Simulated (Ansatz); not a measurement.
Ge in space group I4_132 (No. 214; Ge on 8a) at seven volumes, plane-wave PAW r²SCAN (Ansatz code), scaled uniformly. One row is withheld.

| V (Å³/atom) | P (GPa) |
|---|---|
| 35.391 | 3.27 |
| 36.557 | ? |
| 37.724 | 0.89 |
| 38.891 | 0.00 |
| 40.058 | -0.73 |
| 41.224 | -1.35 |
| 42.391 | -1.87 |

**Question.** Fit the shown pressures and predict the withheld one.

**Answer.** P = (3/2)B₀(x^(7/2) − x^(5/2))[1 + (3/4)(B′ − 4)(x − 1)] with x = (V₀/V)^(2/3). Least squares on the six rows gives V₀ = 38.895 Å³/atom, B₀ = 27.1 GPa, B′ = 5.19. At V = 36.557, x = 1.0422 and P = 1.97 GPa. The run itself gave 1.97 GPa.

The start of the workflow was typed in or built on a structure type; neither database checked (COD, Materials Project) lists it. It is not the phase usual at ambient conditions (space group No. 227). Symmetry was held in the r²SCAN relaxation; whether a distortion lowers the energy is not shown. The volume moved by 42 % from the start of the relaxation.

Potentials: the later of the program's two PAW sets.
